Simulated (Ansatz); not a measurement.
With PBE in the plane-wave PAW code Ansatz, Ta2SnN in the hexagonal phase (P6_3/mmc; Sn on 2d, Ta on 4f, N on 2a) relaxes to a = 3.264 Å, c = 13.614 Å. N has 6 nearest neighbours from 2.18 Å (octahedral). Against the elements it lies at -0.36 eV/atom, with no fitted shifts.

Electronic character: metallic (no gap). Gap from PBE with spin–orbit coupling: none (metallic).

The bulk modulus is 162 GPa.

The start of the workflow was typed in or built on a structure type; neither database checked (COD, Materials Project) lists it. Whether it is the stable phase at ambient conditions was not checked. The cell was relaxed with PBE under the symmetry of its start; whether a distortion lowers the energy is not shown. No spin polarisation was allowed. The references are the lowest solids computed at this level, not always the standard phases (solids in place of the gases). Scalar-relativistic: spin–orbit coupling is off unless named, which matters more the heavier the elements.

Potentials: the earlier of the program's two PAW sets.
